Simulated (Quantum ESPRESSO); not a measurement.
**Kohn-Sham bands of SiS2 (P2₁/c)**

```xyz
12
Lattice="6.4240 0.0000 0.0000 0.0000 7.9469 0.0000 -1.4298 0.0000 5.7031" Properties=species:S:1:pos:R:3 pbc="T T T"
Si     1.3029     2.8969    -2.2095
Si    -1.3029    -2.8969     2.2095
Si    -0.5880    -1.0766    -0.6420
Si     0.5880     1.0766     0.6420
S      2.1165    -3.1532    -2.7695
S     -2.1165     3.1532     2.7695
S     -1.4016     0.8203    -0.0820
S      1.4016    -0.8203     0.0820
S      0.8641     1.1637     2.7612
S     -0.8641    -1.1637    -2.7612
S     -1.5790    -2.8097     0.0903
S      1.5790     2.8097    -0.0903
```

Materials Project entry mp-1095294; symmetrised, unrelaxed at this level. Not found in the COD (Crystallography Open Database) copy used, which has the formula in other groups; not checked further. Level: LDA, no spin polarisation, no spin-orbit coupling; pw.x of Quantum ESPRESSO at 44 Ry with PseudoDojo potentials, 4×4×4 k-points, Wannier90. Density: 6×4×6 mesh, cold smearing 0.01 Ry. The cell is built of weakly bound layers, chains or molecules, whose nearest atoms lie 3.97 Å apart. Database cells relaxed without dispersion often hold them too far apart, which can enlarge gaps and weakens couplings between them; spacing and stacking were not compared with the measured crystal.

Task: List the Kohn-Sham levels between −8 and 6.1 eV relative to the valence-band maximum at the high-symmetry points, as a band run of pw.x on that density gives them (levels within 2 meV counted together).

Result: 
| point | k (reciprocal lattice) | levels (eV) |
|---|---|---|
| Γ | 0.000 0.000 0.000 | -6.66, -5.52, -5.50, -4.35, -4.25, -4.21, -3.86, -3.80, -3.57, -2.36, -2.34, -2.18, -1.98, -1.72, -1.50, -1.19, -0.82, -0.58, -0.55, -0.31, -0.27, -0.21, -0.18, 3.08, 3.87, 3.89, 3.95, 4.16, 4.86, 5.10, 5.25, 5.45, 5.61, 6.06 |
| Z | 0.000 0.500 0.000 | -7.45 (×2), -5.35 (×2), -4.48 (×2), -3.77 (×2), -3.48 (×2), -2.70 (×2), -2.01 (×2), -1.46 (×2), -1.20 (×2), -0.67 (×2), -0.56 (×2), -0.19 (×2), 3.64 (×2), 4.30 (×2), 4.92 (×2), 5.37 (×2), 5.54 (×2) |
| D | 0.000 0.500 0.500 | -6.74 (×2), -5.67 (×2), -4.44 (×2), -3.67 (×2), -3.55 (×2), -2.44 (×2), -2.11 (×2), -2.02 (×2), -1.14 (×2), -0.88 (×2), -0.34 (×2), -0.07 (×2), 4.00 (×2), 4.08 (×2), 4.49 (×2), 5.62 (×2), 5.63 (×2), 6.03 (×2) |
| B | 0.000 0.000 0.500 | -6.74 (×2), -5.81 (×2), -4.50 (×2), -3.68 (×2), -3.15 (×2), -2.46 (×2), -2.24 (×2), -1.80 (×2), -1.44 (×2), -0.51 (×2), -0.35 (×2), -0.25 (×2), 3.27 (×2), 4.14 (×2), 4.75 (×2), 5.11 (×2), 5.46 (×2) |
| A | -0.500 0.000 0.500 | -6.83 (×2), -5.83 (×2), -4.25 (×2), -3.73 (×2), -3.15 (×2), -2.39 (×2), -2.04 (×2), -1.77 (×2), -1.50 (×2), -0.71 (×2), -0.21 (×2), -0.14 (×2), 3.25 (×2), 3.47 (×2), 4.41 (×2), 5.10 (×2), 5.41 (×2), 5.87 (×2) |
| E | -0.500 0.500 0.500 | -6.76 (×2), -5.72 (×2), -4.29 (×2), -3.64 (×2), -3.59 (×2), -2.31 (×2), -2.21 (×2), -1.90 (×2), -1.09 (×2), -0.76 (×2), -0.33 (×2), -0.01 (×2), 3.68 (×2), 3.98 (×2), 4.08 (×2), 5.18 (×2), 5.29 (×2), 5.61 (×2) |
| C_2 | -0.500 0.500 0.000 | -7.43 (×2), -4.96 (×2), -4.50 (×2), -3.89 (×2), -3.43 (×2), -2.88 (×2), -1.75 (×2), -1.57 (×2), -1.37 (×2), -0.75 (×2), -0.70 (×2), -0.27 (×2), 4.00 (×2), 4.25 (×2), 5.00 (×2), 5.11 (×2), 5.72 (×2) |
| Y_2 | -0.500 0.000 0.000 | -8.00, -6.60, -5.54, -5.02, -4.39, -4.25, -4.24, -3.97, -3.56, -3.46, -2.41, -2.19, -2.08, -1.98, -1.74, -1.58, -1.51, -0.97, -0.92, -0.77, -0.46, -0.37, -0.35, -0.17, 3.30, 3.89, 3.91, 4.32, 4.57, 4.84, 5.12, 5.31, 5.70, 5.83, 5.99, 6.02 |
